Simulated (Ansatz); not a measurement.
## CdGePt₂Se₄ in Ansatz, relaxation

Input:

```yaml
crystal:
  lattice:
    - [0.0, 5.765868, 0.0]
    - [5.765868, 0.0, 0.0]
    - [2.882934, 2.882934, -5.543637]
  atoms:
    - { symbol: Ge, position: [0.5, 0.5, 0.0] }
    - { symbol: Pt, position: [0.25, 0.75, 0.5] }
    - { symbol: Pt, position: [0.75, 0.25, 0.5] }
    - { symbol: Se, position: [0.4042, 0.4042, 0.7326] }
    - { symbol: Se, position: [0.5958, 0.1368, 0.2674] }
    - { symbol: Se, position: [0.8632, 0.8632, 0.7326] }
    - { symbol: Se, position: [0.1368, 0.5958, 0.2674] }
    - { symbol: Cd, position: [0.0, 0.0, 0.0] }
  symmetry: { tolerance: 0.0003 }
kpoints:
  mp_grid: { grid: [5, 5, 5], shift: [0, 0, 0] }
magnetization:
  spin_polarized: false
scf:
  occupations: { method: fermi_dirac, width: 0.05 }
  lower_state_search: "off"
hamiltonian:
  pseudopotentials: { kind: paw }
  xc: r2scan
basis:
  ecutwfc: 500
  fft_grid_basis: typed
relax:
  max_steps: 80
  f_tol: 0.03
output:
  forces: true
  stress: true
  eigenvalues: true
  bader: true
  populations: true
  elf: true
  write_potential: true
  volumetric_format: npy
  dos:
    e_range: [-12, 8]
    de: 0.05
    projected: { site_lists: { Cd: [Cd], Ge: [Ge], Pt: [Pt], Se: [Se] } }
checkpoint:
  read: saved_state
```

Launch command:

```bash
ansatz run input.yaml --threads 2 --pin off --max-ram 3584MiB --backend cpu --events-out ev --progress --plain --runs-dir out
```

Origin of the cell: a known structure type with other elements, at an estimated volume, so it need not be a known compound.

The saved state is a converged single point of the same cell.

Steps:

```tsv
step	ΔF (meV/atom)	max force component (eV/Å)	SCF iterations	step was
1	0.0	0.278	6	accepted
2	-4.0	0.143	5	accepted
3	-4.5	0.012	5	accepted
4	-4.5	0.012	3	accepted
```

Before:

Space group I-42m (No. 121); the run's cell has a = 5.766 Å, b = 5.766 Å, c = 6.881 Å, α = 65.23°, β = 65.23°, γ = 90.00°. Shortest distances: Ge–Se 2.39 Å, Pt–Se 2.42 Å, Cd–Se 2.66 Å.

The relaxed structure.

Space group I-42m (No. 121); the run's cell has a = 5.766 Å, b = 5.766 Å, c = 6.881 Å, α = 65.23°, β = 65.23°, γ = 90.00°. Shortest distances: Ge–Se 2.42 Å, Pt–Se 2.42 Å, Cd–Se 2.62 Å.

```xyz
8
Lattice="0.0000 5.7659 0.0000 5.7659 0.0000 0.0000 2.8829 2.8829 -5.5436" Properties=species:S:1:pos:R:3 pbc="T T T"
Ge    2.8829    2.8829    0.0000
Pt    5.7659    2.8829   -2.7718
Pt    2.8829    5.7659   -2.7718
Se    4.4121    4.4121   -4.0711
Se    1.5292    4.2367   -1.4725
Se    7.1196    7.1196   -4.0711
Se    4.2367    1.5292   -1.4725
Cd    0.0000    0.0000    0.0000
```

```
Free energy lowered by  : 4.5 meV/atom
Final pressure          : 5.52 GPa
Relaxation steps listed : 4
Gap on the mesh         : none (metal)
```

Caveats: no moments, though an odd count or open d shells may carry them; no spin-orbit coupling, though heavy elements are present; the SCF threshold is looser than advised for a stress; the relaxation held the start's symmetry, so the end may be a saddle point.

It ran for 3.3 min on 2 threads of Arm Neoverse V1, on a shared host, peak memory 1.1 GiB, from a saved density.
